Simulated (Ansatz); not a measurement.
**Zn2Si3N, before and after**

The guess for Zn2Si3N was made by a generator: random cell by space group and Wyckoff sites (P4/mmm, No. 123). Its size is a rough estimate.

start.cif

```cif
data_structure
_symmetry_space_group_name_H-M 'P 1'
_symmetry_Int_Tables_number 1
_cell_length_a 4.5446
_cell_length_b 4.5446
_cell_length_c 4.9974
_cell_angle_alpha 90.000
_cell_angle_beta 90.000
_cell_angle_gamma 90.000
_cell_volume 103.21
loop_
_atom_site_label
_atom_site_type_symbol
_atom_site_fract_x
_atom_site_fract_y
_atom_site_fract_z
_atom_site_occupancy
Zn1 Zn 0.50000 0.00000 0.00000 1
Zn2 Zn 0.00000 0.50000 0.00000 1
Si1 Si 0.50000 0.50000 0.50000 1
Si2 Si 0.50000 0.50000 0.00000 1
Si3 Si 0.00000 0.00000 0.00000 1
N1 N 0.00000 0.00000 0.50000 1
```

Method: DFT PBE, scalar-relativistic, plane waves, PAW (Ansatz 0.2.0). Cutoff 420 eV, Gaussian smearing, Γ-centred meshes. Cell and atoms relax first on a coarse mesh and then on a finer one. In between, the cell is made exact in the group found at 0.06 Å. In metals the finer mesh still leaves noise of several meV/atom or more. The steps can't lower the symmetry of their start. No spin polarisation in the relaxation; trial moments died out in a coarse test.

end.cif

```cif
data_structure
_symmetry_space_group_name_H-M 'P 1'
_symmetry_Int_Tables_number 1
_cell_length_a 5.0654
_cell_length_b 5.0654
_cell_length_c 4.2036
_cell_angle_alpha 90.000
_cell_angle_beta 90.000
_cell_angle_gamma 90.000
_cell_volume 107.86
loop_
_atom_site_label
_atom_site_type_symbol
_atom_site_fract_x
_atom_site_fract_y
_atom_site_fract_z
_atom_site_occupancy
Zn1 Zn 0.50000 0.00000 0.00000 1
Zn2 Zn 0.00000 0.50000 0.00000 1
Si1 Si 0.50000 0.50000 0.50000 1
Si2 Si 0.50000 0.50000 0.00000 1
Si3 Si 0.00000 0.00000 0.00000 1
N1 N 0.00000 0.00000 0.50000 1
```

The symmetry stays P4/mmm (No. 123). The volume per atom grows by 4.5 %, from 17.2 to 18.0 Å³. The shortest distance goes from 2.27 Å (Zn–Si) to 2.10 Å (Si–N and Si–Si). The ratio c/a of the conventional cell changes by a factor of 0.75. The energy falls by about 0.35 eV/atom (the start's value is from the coarse mesh).

* Volume per atom: 17.98 Å³
* Density: 3.53 g/cm³
* Formation energy: +1.04 eV/atom
* Gap on the 8×8×10 mesh of the 6-atom cell: 0 eV (a metal)

Formation energies are uncorrected and refer to the elements' standard structures at the same level (N₂ as a molecule). It can't be a ground state, since the elements alone are lower.

The last run used Gaussian smearing of 0.10 eV. Symmetry constrained the relaxation, so the result can be a saddle point. In all, the 3 runs took 6.5 min on 1 thread of AMD EPYC 7571 (shared host). Another cell of Zn2Si3N relaxed alike, in P-3m1, lies 0.67 eV/atom lower, so this cell isn't the stable form at this level.
